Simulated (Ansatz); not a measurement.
An Ansatz (a program for electronic structure) run. Input:

Ansatz 0.2 input:
```yaml
crystal:
  lattice:
    - [3.4350471084, 0.0, 0.0]
    - [0.0, 3.4350471084, 0.0]
    - [0.0, 0.0, 3.4350471084]
  atoms:
    - { symbol: Ta, position: [0.0, 0.0, 0.0] }
    - { symbol: Zr, position: [0.5, 0.5, 0.5] }
kpoints:
  mp_grid: { grid: [12, 12, 12] }
hamiltonian:
  xc: r2scan
  pseudopotentials: { azcp: { folder: ./paw }, kind: paw }
scf:
  occupations: { method: gaussian, width: 0.1 }
checkpoint: { read: metal.run }
output: { bader: true, populations: true }
```

Output (shortened):

```
Pseudopotential: Ta, paw, valence charge 13
Pseudopotential: Zr, paw, valence charge 12
Functional definition: r2SCAN
Crystal: 2 atoms, lattice volume = 40.532 Å³
Basis set: ecut = 500 eV, 1021 PW (Γ), exchange–correlation on 108×108×108 points (64 copies of the dense FFT grid, shifted against one another)
Bands: 21, of which v1, the nominal top of the filled ones, is band 13 counted from 1 (12 counted from 0)
Symmetry: 48 space group operations
Space group: Pm-3m (ITA 221), of the structure as read, at distance tolerance 3.4e-5 Å
k-points: 84 of 1728
Stability of the state it starts from, as read at its close in the unpolarized treatment …
iter 1 solved again at ethr=3.93e-9 eV; its pass at ethr=3.10e-3 eV (dr2=9.83e-7 eV) is discarded
SCF iter   1: F=—  HF=-14139.743659 eV  |F-HF|=—  |Δ(HF+E_count)|=         —  Δρ=3.78e-7  dr2=1.02e-10  dr2_τ=5.50e-12  ethr=3.93e-9  ⟨swp⟩=3.9  Hψ=12897  notcnv=0
preconditioner: auto → none
SCF iter   2: F=-14139.743659 eV  HF=-14139.743659 eV  |F-HF|=2.56e-10  |Δ(HF+E_count)|=   2.03e-7  Δρ=5.64e-7  dr2=2.94e-10  dr2_τ=3.73e-11  ethr=1.00e-12  ⟨swp⟩=5.6  Hψ=5732  notcnv=0
SCF 1 converged in 2 iterations: F = -14139.743659 eV  dr2 = 2.94e-10
SCF converged after 2 iterations
Free energy (F): -14139.743659 eV
Harris-Foulkes:  -14139.743659 eV  (|F-HF|=2.56e-10)
Internal energy: -14139.725791 eV  (E = F + TS)
E sigma→0 (E₀):  -14139.734725 eV
Entropy (-TS):   -0.017868 eV (-8.934 meV/atom)
Fermi energy:    16.022625 eV
--- Per-component energies (eV) ---
  E_band       = -225.546506
  E_kinetic    = 710.677409
  E_local      = -1156.949883  (includes V_loc(G=0)·N_el)
  E_nonlocal   = 64.659153
  E_hartree    = 396.286331
  E_xc         = -453.475364
  E_vxc        = -461.218965  (∫ρ·V_xc dr)
  E_paw        = -11314.183166  (= ΣΔE_a)
  E_vpaw       = -200.417691  (= ΣTr[D̂ρ^β])
  E_aug_tail   = 0.000047  (compensation charges beyond the density's cutoff)
  E_vtau       = 25.130851  (kinetic-family band-sum trace: ∫τ·v_τ [+ j·A + Jᵃ·Aᵃ] dr)
  E_ewald      = -2385.819039
  E_core_change = -0.921280  (= ΣΔE_core)
  E_smearing   = -0.017868  (= −TS)
  E_closure    =  0.000000  (closes the sum)
  Σ components = -14139.743659   (vs F -14139.743659, Δ=0.00e0)
  [band-id]    e_kinetic+e_local+e_nonlocal+2·e_hartree+e_vxc+e_vpaw+e_augmentation_tail+e_vtau = -225.546417   (vs E_band -225.546506, Δ=8.91e-5)
--- Band table (eV; the first three rows and the last of 84) ---
  k-point 0: bands = ["-53.1865", "-33.5219", "-18.9897", "-18.9897", "-18.9897", "-10.7489", "-10.7489", "-10.7489", "9.0780", "12.7077", "12.7077", "17.0834", "17.0834", "17.0834", "20.1849", "20.1849", "22.6453", "22.6453", "22.6453", "24.4621", "24.4621"]
  k-point 1: bands = ["-53.1862", "-33.5205", "-18.9984", "-18.9881", "-18.9881", "-10.7742", "-10.7493", "-10.7493", "9.2222", "12.7859", "12.8176", "17.0564", "17.0564", "17.1476", "19.9337", "20.2656", "21.8596", "21.8596", "22.5046", "24.0606", "25.4044"]
  k-point 2: bands = ["-53.1852", "-33.5169", "-19.0222", "-18.9839", "-18.9839", "-10.8426", "-10.7503", "-10.7503", "9.6412", "13.0193", "13.1122", "16.9958", "16.9958", "17.3378", "19.2698", "20.4892", "20.7060", "20.7060", "22.1126", "23.1365", "27.0238"]
  k-point 83: bands = ["-53.1716", "-33.4520", "-19.1001", "-19.1001", "-19.1001", "-11.0366", "-11.0366", "-11.0366", "15.0619", "15.0619", "15.0619", "15.1537", "15.1537", "15.1537", "20.5702", "20.5702", "21.7095", "21.7095", "22.1038", "26.2169", "28.1035"]
--- Löwdin populations: 2 sites ---
  site symbol       q [e]
     0     Ta     12.8817
     1     Zr     11.9615
  spilling = 0.006273 (of n_electrons = 25.000000)
--- Bader charges: 2 sites ---
  site symbol  charge [e]  shift [e]
     0     Ta     -0.8332     0.0000
     1     Zr      0.8332     0.0000
  shift: an alarm, by how much a part of what the PAW files miss would move the charge. Where it is large, compare
  with a run on PAW files of another source; a small one proves nothing
  estimated error of the sums over rays = 3.9e-4 e
```

Cost: about 30 core-seconds (a rough figure) on shared cores.

The start of the workflow was typed in or built on a structure type; neither database checked (COD, Materials Project) lists it. Whether it is the stable phase at ambient conditions was not checked. The cell was relaxed with r²SCAN under the symmetry of its start; whether a distortion lowers the energy is not shown. No spin polarisation was allowed. Its formation energy is positive at this level, so the cell may be metastable or incomplete. Spin–orbit coupling is left out wherever it is not named.

Potentials: the earlier of the program's two PAW sets.

Ansatz is a plane-wave DFT program.
